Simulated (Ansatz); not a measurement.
**A plane-wave run on ZrNbP**

The input, for Ansatz 0.2.0 (plane waves, PAW):

```yaml
crystal:
  lattice:
    - [6.95333782, 0.0, 0.0]
    - [0.0, 3.60546435, 0.0]
    - [0.0, 0.0, 8.41840482]
  atoms:
    - { symbol: P, position: [0.2622, 0.25, 0.6426] }
    - { symbol: P, position: [0.2378, 0.75, 0.1426] }
    - { symbol: P, position: [0.7622, 0.25, 0.8574] }
    - { symbol: P, position: [0.7378, 0.75, 0.3574] }
    - { symbol: Nb, position: [0.13994, 0.25, 0.93965] }
    - { symbol: Nb, position: [0.36006, 0.75, 0.43965] }
    - { symbol: Nb, position: [0.63994, 0.25, 0.56035] }
    - { symbol: Nb, position: [0.86006, 0.75, 0.06035] }
    - { symbol: Zr, position: [0.0332, 0.25, 0.33141] }
    - { symbol: Zr, position: [0.4668, 0.75, 0.83141] }
    - { symbol: Zr, position: [0.5332, 0.25, 0.16859] }
    - { symbol: Zr, position: [0.9668, 0.75, 0.66859] }
  symmetry: { tolerance: 0.0003 }
kpoints:
  mp_grid: { grid: [4, 7, 3], shift: [0, 0, 0] }
  band_path:
    path:
      - [0.0, 0.0, 0.0]
      - [0.5, 0.0, 0.0]
      - [0.5, 0.5, 0.0]
      - [0.0, 0.5, 0.0]
      - [0.0, 0.0, 0.0]
      - [0.0, 0.0, 0.5]
      - [0.5, 0.0, 0.5]
      - [0.5, 0.5, 0.5]
      - [0.0, 0.5, 0.5]
      - [0.0, 0.0, 0.5]
      - [0.5, 0.0, 0.0]
    npoints: 6
magnetization:
  spin_polarized: false
scf:
  occupations: { method: cold, width: 0.0122 }
  lower_state_search: "off"
  max_iter: 200
hamiltonian:
  pseudopotentials: { kind: paw }
  xc: pbesol
basis:
  ecutwfc: 420
  fft_grid_basis: typed
output:
  forces: true
  stress: true
  eigenvalues: true
  bader: true
  populations: true
  elf: true
  write_potential: true
  volumetric_format: npy
  dos:
    e_range: [-12, 8]
    de: 0.05
    projected: { site_lists: { Nb: [Nb], P: [P], Zr: [Zr] } }
checkpoint:
  read: saved_state
```

The saved state is an earlier solution for the same cell, perhaps on another mesh. 

Excerpt of what it printed:

```
Pseudopotentials: kind: paw
Pseudopotential: P, paw, valence charge 5, recommended cutoff 420 eV (normal), P.paw.azcp
Pseudopotential: Nb, paw, valence charge 13, recommended cutoff 420 eV (normal), Nb.paw.azcp
Pseudopotential: Zr, paw, valence charge 12, recommended cutoff 420 eV (normal), Zr.paw.azcp
Functional definition: PBEsol
  exchange = pbesol_x
  correlation = pbesol_c
Crystal: 12 atoms, lattice volume = 211.050 Å³
Basis set: ecut = 420 eV, 4083 PW (Γ), exchange–correlation on 96×50×120 points (8 copies of the dense FFT grid, shifted against one another)
Bands: 72, of which v1, the nominal top of the filled ones, is band 60 counted from 1 (59 counted from 0)
Symmetry: 8 space group operations
Space group: Pnma (ITA 62), of the structure as read, at distance tolerance 1.8e-3 Å
k-points: 24 of 84
Initial density: read from a saved state, or passed on in memory by an earlier SCF of this step, an earlier step, the calling program or the single point that the run made first
Functional: x = pbesol(κ = 0.804, μ = 0.1235), c = pbesol(β = 0.046)
Free energy (F): -37470.4318 eV
F+E_penalty+E_count: -37470.4318 eV  (lagrangian_ev)
Harris-Foulkes:  -37470.4318 eV  (|F-HF|=2.91e-11)
Internal energy: -37470.4318 eV  (E = F + TS)
E sigma→0 (E₀):  -37470.4318 eV
Fermi energy:    15.6393 eV
Smearing:        width narrowed from 0.0122 eV (input) to 9.26e-3 eV after iteration 5, whose occupations did not sum to the number of electrons (Fermi level in a gap)
--- Per-component energies (eV) ---
  E_band       = -576.8649
  E_kinetic    = 3200.4603
  E_local      = -5736.2521  (includes V_loc(G=0)·N_el)
  E_nonlocal   = 941.2603
  E_hartree    = 1836.4114
  E_xc         = -1591.9141
  E_vxc        = -1865.0392  (∫ρ·V_xc dr)
  E_paw        = -25886.7829  (= ΣΔE_a)
  E_vpaw       = -790.1168  (= ΣTr[D̂ρ^β])
  E_aug_tail   = 0.0001  (compensation charges beyond the density's cutoff)
  E_ewald      = -10235.2168
  E_core_change = 1.6021  (= ΣΔE_core)
  E_smearing   = 0.0000  (= −TS)
  E_count      =  0.0000  (occupations off the electron count; not in F)
--- Forces (eV/Å), atoms counted from 1 ---
  atom   1  P      0.0845     0.0000    -0.0418
  atom   2  P     -0.0845     0.0000    -0.0418
  atom   3  P      0.0845     0.0000     0.0418
  atom   4  P     -0.0845     0.0000     0.0418
  atom   5  Nb    -0.2437     0.0000     0.1879
  atom   6  Nb     0.2437     0.0000     0.1879
  atom   7  Nb    -0.2437     0.0000    -0.1879
  atom   8  Nb     0.2437     0.0000    -0.1879
  atom   9  Zr    -0.0006     0.0000    -0.1308
  atom  10  Zr     0.0006     0.0000    -0.1308
  atom  11  Zr    -0.0006     0.0000     0.1308
  atom  12  Zr     0.0006     0.0000     0.1308
--- Stress (GPa, compression-positive) ---
       -8.7838       0.0000       0.0000
        0.0000      -8.9960       0.0000
        0.0000       0.0000     -10.0682
  P = ⅓ Tr σ = -9.2827 GPa (-92.827 kbar)
--- Bader charges: 12 sites ---
  site symbol  charge [e]  shift [e]
     0      P     -1.6095     0.0010
     1      P     -1.6095     0.0010
     2      P     -1.6095     0.0010
     3      P     -1.6095     0.0010
     4     Nb      0.4027     0.0008
     5     Nb      0.4027     0.0008
     6     Nb      0.4027     0.0008
     7     Nb      0.4027     0.0008
     8     Zr      1.2068     0.0002
     9     Zr      1.2068     0.0002
    10     Zr      1.2068     0.0002
    11     Zr      1.2068     0.0002
```

Origin: a database entry at a rescaled volume.
